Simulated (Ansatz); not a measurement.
A geometry of Mg(AlC)2 away from equilibrium: step 2 of the relaxation of a relaxed Mg(AlC)2 cell stretched uniformly to 150 % of its volume. Level of theory: r2SCAN (plane waves to 500 eV, PAW, scalar-relativistic; Ansatz, a first-principles code). Γ-centred k-mesh 7×7×4 on the run's cell (coarser than for final values), Fermi–Dirac smearing 0.05 eV. The plane waves were selected for a different cell earlier on the path.

```
CELL_PARAMETERS angstrom
      3.67255     0.00000     0.00000
     -1.83627     3.18052     0.00000
      0.00000     0.00000     6.37286
ATOMIC_POSITIONS crystal
  Mg 0.00000 0.00000 0.00000
  Al 0.66667 0.33333 0.35336
  Al 0.33333 0.66667 0.64664
  C  0.33333 0.66667 0.27542
  C  0.66667 0.33333 0.72458
```

**Question.** What forces act on the atoms (eV/Å)?

**Answer.** 
| atom | Fx | Fy | Fz |
|---|---|---|---|
| Mg1 | 0.00 | 0.00 | 0.00 |
| Al2 | 0.00 | 0.00 | 0.00 |
| Al3 | 0.00 | 0.00 | 0.00 |
| C4 | 0.00 | 0.00 | 0.74 |
| C5 | 0.00 | 0.00 | -0.74 |

The path ends in P-3m1 (No. 164). No spin polarisation in the result.

The run could not lose the symmetry of its start.

The cell that was disturbed is our relaxation of an entry of Materials Project.
